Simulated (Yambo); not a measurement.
Yambo run on Li2O (anti-fluorite, space group Fm-3m, No. 225). The wavefunctions are PBEsol (pw.x of Quantum ESPRESSO, ONCV potentials, without SOC) ones on a 6×6×6 mesh (6 occupied bands); a = 3.236 Å, b = 3.236 Å, c = 3.236 Å, α = 60.00°, β = 60.00°, γ = 60.00°.

Yambo input:

```
gw0
dyson
el_el_corr
HF_and_locXC
ppa
em1d
EXXRLvcs= 84 Ry
VXCRLvcs= 336 Ry
Chimod= "HARTREE"
% BndsRnXp
 3 | 95 |
%
NGsBlkXp= 14 Ry
% LongDrXp
 1.0 | 1.0 | 1.0 |
%
PPAPntXp= 27.2114 eV
% GbndRnge
 1 | 95 |
%
GTermKind= "BG"
DysSolver= "n"
ExtendOut
% QPkrange
 1 | 1 | 6 | 7 |
 13 | 13 | 7 | 7 |
%
```

k points by index: 1 = Γ, 13 = X.

Resulting energies as the program prints them:

```
#    K-point    Band    Eo [eV]    E [eV]    E-Eo [eV]    Vxc [eV]    Vnlxc [eV]    Sc|Eo [eV]    Sc|E [eV]    dSc/dw|Eo [eV]    Re(Z)    Im(Z)
#
    1    6    0.000000    -1.442919    -1.442919    -19.10961    -24.41356    3.471421    3.861032    -7.346784    0.787406    -0.001374
    1    7    5.382174    6.575073    1.192899    -10.80363    -6.128202    -3.270803    -3.482528    -4.829295    0.849275    -0.980085E-3
    13    7    4.903879    6.054469    1.150590    -8.450081    -3.943145    -3.172667    -3.356346    -4.343663    0.862345    -0.925144E-3
```
(The two width columns are left out.) Convergence of these settings isn't established.

Geometry relaxed with PBEsol.
